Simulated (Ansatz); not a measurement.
Kick test of a cell of TiSi4Mo

The structure comes from a generated guess, relaxed at this level; another structure or a mixture of phases may lie lower.

Method: Ansatz, DFT PBE, scalar-relativistic, plane waves, PAW. Settings: cutoff 420 eV, Γ-centred mesh 10×10×8 on the computed 6-atom cell, Gaussian smearing of 0.10 eV; no spin polarisation.

The cell below (6 atoms, space group Cmmm (No. 65)) is relaxed within its symmetry.

```cif
data_structure
_symmetry_space_group_name_H-M 'P 1'
_symmetry_Int_Tables_number 1
_cell_length_a 4.6170
_cell_length_b 4.6170
_cell_length_c 4.5432
_cell_angle_alpha 90.000
_cell_angle_beta 90.000
_cell_angle_gamma 120.619
_cell_volume 83.34
loop_
_atom_site_label
_atom_site_type_symbol
_atom_site_fract_x
_atom_site_fract_y
_atom_site_fract_z
_atom_site_occupancy
Ti1 Ti 0.00000 0.00000 0.00000 1
Si1 Si 0.33023 0.66977 0.00000 1
Si2 Si 0.83467 0.16533 0.50000 1
Si3 Si 0.66977 0.33023 0.00000 1
Si4 Si 0.16533 0.83467 0.50000 1
Mo1 Mo 0.50000 0.50000 0.50000 1
```

For the test a repeat of it with 12 atoms (edges 4.54, 4.62, 7.95 Å) was strained at random (σ = 1.5 % a component), the atoms were moved at random (σ = 0.05 Å), and all was relaxed again on a coarse 6×6×4 mesh (in the run’s order of axes) with 0.20 eV smearing, with no symmetry imposed.

Q: Does it come back?

A: It returns, within 1 meV/atom of the unmoved cell on that mesh and with the same symmetry when read at 0.1 Å. No instability shows in this cell; modes of other wave vectors, which need another repeat, aren't tested.
